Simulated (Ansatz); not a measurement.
Starting structure of a cell relaxation (symmetry kept):

```
H
1.0
    -1.82486    1.82486    2.34024
     1.82486   -1.82486    2.34024
     1.82486    1.82486   -2.34024
H
2
Direct
  0.92075 0.92075 0.00000
  0.07925 0.07925 0.00000
```

These are results of Ansatz, DFT r2SCAN, scalar-relativistic, plane waves, PAW, not measurements.

Plane waves to 500 eV, a k mesh through Γ of 10×10×10 on the computed 2-atom cell and Gaussian smearing (0.02 eV); no spin polarisation.

Q: What does it relax to?

A: The volume stays the same within 0.01 Å³/atom to 15.59 Å³/atom, and the energy changes by under 0.1 meV/atom. Final structure:
```
H
1.0
    -1.82486    1.82486    2.34024
     1.82486   -1.82486    2.34024
     1.82486    1.82486   -2.34024
H
2
Direct
  0.92075 0.92075 0.00000
  0.07925 0.07925 0.00000
```

The cell holds molecules, and where no dispersion correction was added their binding is poorly described.